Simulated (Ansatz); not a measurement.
NaI:
```
NaI
1.0
    0.00000     3.20159     3.20159
    3.20159     0.00000     3.20159
    3.20159     3.20159     0.00000
Na I
1 1
Direct
  0.00000   0.00000   0.00000
  0.50000   0.50000   0.50000
```

Relaxed with PBEsol. Special points in fractions of this cell's reciprocal vectors: Γ (0.000, 0.000, 0.000); X (0.500, 0.000, 0.500); U (0.625, 0.250, 0.625); K (0.375, 0.375, 0.750); L (0.500, 0.500, 0.500); W (0.500, 0.250, 0.750).

Problem. List the band energies nearest the valence-band maximum at these points for plane-wave PAW PBEsol (Ansatz code).

Solution. In eV from the valence-band maximum; about four levels below and three above (degenerate sets whole), none deeper than 8.9 eV; points with the same levels are listed once.

| k | below | above |
|---|---|---|
| Γ | 0.00 0.00 0.00 | 3.59 7.88 7.88 7.88 |
| X | -2.05 -0.80 -0.80 | 4.47 5.38 9.92 |
| U | -1.77 -1.44 -0.65 | 5.17 6.63 8.70 |
| L | -2.33 -0.31 -0.31 | 4.96 7.43 7.43 |
| W | -1.52 -1.52 -1.00 | 5.88 7.42 7.42 |

Space group Fm-3m (rock salt). Symmetry was held in the PBEsol relaxation. Scalar-relativistic: spin–orbit coupling is off unless named, which matters more the heavier the elements.

Potentials: the later of the program's two PAW sets.
